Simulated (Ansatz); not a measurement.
An Ansatz input:

```yaml
crystal:
  lattice:
    - [3.8884954446, 0.0, 0.0]
    - [-1.9442477223, 3.3675358375, 0.0]
    - [0.0, 0.0, 2.459433433]
  atoms:
    - { symbol: Mn, position: [1.0, 0.0, 0.0], spin: 3.0 }
    - { symbol: Mn, position: [0.3333333333, 0.6666666667, 0.5], spin: 3.0 }
    - { symbol: Mn, position: [0.6666666667, 0.3333333333, 0.5], spin: 3.0 }
hamiltonian:
  xc: blyp
  pseudopotentials:
    kind: paw
    azcp:
      Mn: "pseudopotentials/Mn.paw.azcp"
basis:
  ecutwfc: 420
  fft_grid_basis: typed
kpoints:
  mp_grid: { grid: [10, 10, 14], shift: [0, 0, 0] }
magnetization:
  spin_polarized: true
scf:
  occupations: { method: fermi_dirac, width: 0.05 }
  lower_state_search: "off"
output:
  stress: true
```

Terminal output

```
Engine: ansatz 0.2.0, aarch64-unknown-linux-gnu
Pseudopotentials: kind: paw
Pseudopotential: Mn, paw, valence charge 15, recommended cutoff 420 eV (normal) 
Functional definition: BLYP
  parameter beta = 0.0042
  parameter a = 0.04918
  parameter b = 0.132
  parameter c = 0.2533
  parameter d = 0.349
  exchange = b88_x(beta = beta)
  correlation = lyp_c(a = a, b = b, c = c, d = d)
Crystal: 3 atoms, lattice volume = 32.205 Å³
Basis set: ecut = 420 eV, 633 PW (Γ), exchange–correlation on 54×54×36 points (8 copies of the dense FFT grid, shifted against one another)
Bands: 33, of which v1, the nominal top of the filled ones, is band 23 counted from 1 (22 counted from 0)
Symmetry: 24 space group operations
Space group: P6/mmm (ITA 191), of the structure as read, at distance tolerance 3.2e-5 Å
Magnetic group: BNS 191.233 (UNI 1463), of the structure as read, at distance tolerance 3.2e-5 Å
k-points: 112 of 1400
Non-local potential: Mn, projectors of the file, l = 0: 3, l = 1: 2, l = 2: 3, l = 3: 1
PAW form: soft (Blöchl's): semilocal exchange-correlation on the pseudo side does not see the compensation charge
PAW frozen core: Mn, regenerated for the run's functional, and the local potential with it (the file was generated under x = pbe(κ = 0.804, μ = 0.2195149727645171), c = pbe(β = 0.06672455060314922))
PAW one-centre angular grid: Mn, 590 points (default); XC on 64 Gauss nodes
Initial density: superposition of atomic densities (chi_scale 0.1, normalization cell)
Starting moments: Σ|m| = 9 μB on 3 of 3 sites
Initial wavefunctions: pseudopotential atomic-orbital guess
Functional: x = b88, c = lyp
SCF iter   1: F=—  HF=-11716.107566 eV  |F-HF|=—  |Δ(HF+E_count)|=         —  Δρ=1.32e-1 (↑1.32e-1 ↓8.57e-2)  dr2=1.68e0  dr2_m=3.22e0  M=5.569 μB ∫|m|=5.590 μB  β_m=0.30  ethr=3.10e-3  ⟨swp⟩=4.4  Hψ=23905  notcnv=0
Mixer restart at iter 1: flushing history
spin-set hold released at iteration 1 (the charge has settled, or the pull on large starting moments outlasts its swing): the magnetisation degrees of freedom join the quasi-Newton model from the next iteration; the mixer history was flushed
...
iter 22 did not close the SCF: its close was put off for a magnetic moment that had not settled (scf_convergence_deferred on its scf_iter line)
SCF iter  22: F=-11717.931093 eV  HF=-11717.931093 eV  |F-HF|=5.56e-8  |Δ(HF+E_count)|=   1.27e-8  Δρ=6.62e-6 (↑6.00e-6 ↓6.62e-6)  dr2=5.85e-8  dr2_m=2.75e-10  M=-0.000 μB ∫|m|=0.000 μB  β_m=0.57  ethr=5.20e-11  ⟨swp⟩=2.0  Hψ=22568  notcnv=0
iter 23 did not close the SCF: its close was put off for a magnetic moment that had not settled (scf_convergence_deferred on its scf_iter line)
SCF iter  23: F=-11717.931093 eV  HF=-11717.931093 eV  |F-HF|=1.45e-9  |Δ(HF+E_count)|=   2.06e-9  Δρ=1.39e-6 (↑1.05e-6 ↓1.39e-6)  dr2=1.61e-9  dr2_m=1.27e-10  M=-0.000 μB ∫|m|=0.000 μB  β_m=0.76  ethr=5.20e-11  ⟨swp⟩=2.0  Hψ=17300  notcnv=0
SCF iter  24: F=-11717.931093 eV  HF=-11717.931093 eV  |F-HF|=2.34e-9  |Δ(HF+E_count)|=  1.82e-10  Δρ=1.33e-6 (↑1.27e-6 ↓1.33e-6)  dr2=2.44e-9  dr2_m=1.70e-11  M=-0.000 μB ∫|m|=0.000 μB  ethr=3.59e-12  ⟨swp⟩=1.1  Hψ=15588  notcnv=0
WARN: the starting moments were not kept: the SCF closed with an absolute magnetisation of 2.1e-5 μB, where they sum to 9 μB in size (3 sites). That is at most 0.1 of that sum. Measured as dr2_m measures the in/out step, that magnetisation stands 3.3e-10 eV from none, at or under the dr2_threshold of 1.0e-7 eV: it is no larger than a step whose dr2_m would equal this threshold. The system may hold no moment; this SCF shows only that its start led to no more than that. To try another start: raise the starting moments (crystal.atoms[].spin, magnetization.per_species, magnetization.initial_magnetization, or on a non-collinear deck that types none of these the spinor_matrix: blocks that start its atoms; where the total moment is fixed, keep their sum and leave initial_magnetization as it is; typed ones take the place of any that the run laid by itself, positive ones on a crystal's lanthanoids without a Hubbard term where scf.initial_density.shell_occupations: [] is typed) or, if the notice of its spin-set hold's release reads "site moments contracting" or "site moments show no strong build", lengthen the hold (scf.mixing.spin_hold: { on: { confirm: 4 } }; for m-r²SCAN on two components see the key's manual first). Each may lead to a state that holds a moment. A second SCF, from the converged charge density, with the starting moments and any scf.initial_density.shell_occupations laid on it anew, would have followed, and was not run: the deck does not ask for one (magnetization.retry_lost_moments is false, the default). To let it run, set magnetization.retry_lost_moments: true and run the deck again, where that key's refused combinations let it; where memory then withholds it, that run's warning says so.
SCF 1 converged in 24 iterations: F = -11717.931093 eV  dr2 = 2.44e-9
SCF converged after 24 iterations
Magnetization: -0.0000 μB (22.5000 up, 22.5000 down)
Absolute magnetization: 0.0000 μB (∫|ρ↑−ρ↓|, with the PAW one-centre terms)
Spin contamination: 0.0000 ħ² per cell (⟨S²⟩ above its minimum at these occupations)
Per-site moments (μB) at R_I (Å): [(-1.4308594407109453e-5, 1.0145162911125), (2.7411593036742916e-6, 0.9260723553157539), (2.741159303682932e-6, 0.9260723553157539)]
Free energy (F): -11717.931093 eV
Harris-Foulkes:  -11717.931093 eV  (|F-HF|=2.34e-9)
Internal energy: -11717.904931 eV  (E = F + TS)
E sigma→0 (E₀):  -11717.918012 eV
Entropy (-TS):   -0.026162 eV (-8.721 meV/atom)
Fermi energy:    20.729323 eV
--- Per-component energies (eV) ---
  E_band       = -445.942570
  E_kinetic    = 929.950210
  E_local      = -4725.226810  (includes V_loc(G=0)·N_el)
  E_nonlocal   = 710.094287
  E_hartree    = 1978.741061
  E_xc         = -342.062378
  E_vxc        = -437.427561  (∫ρ·V_xc dr)
  E_paw        = -3920.296403  (= ΣΔE_a)
  E_vpaw       = -880.814817  (= ΣTr[D̂ρ^β])
  E_aug_tail   = -0.000027  (compensation charges beyond the density's cutoff)
  E_ewald      = -6349.142018
  E_core_change = 0.037147  (= ΣΔE_core)
  E_smearing   = -0.026162  (= −TS)
  E_closure    = -0.000000  (closes the sum)
  Σ components = -11717.931093   (vs F -11717.931093, Δ=0.00e0)
--- Stress (GPa, compression-positive) ---
       11.389557       0.000000       0.000000
        0.000000      11.389557       0.000000
        0.000000       0.000000      10.164410
  P = ⅓ Tr σ = 10.9812 GPa (109.812 kbar)
```
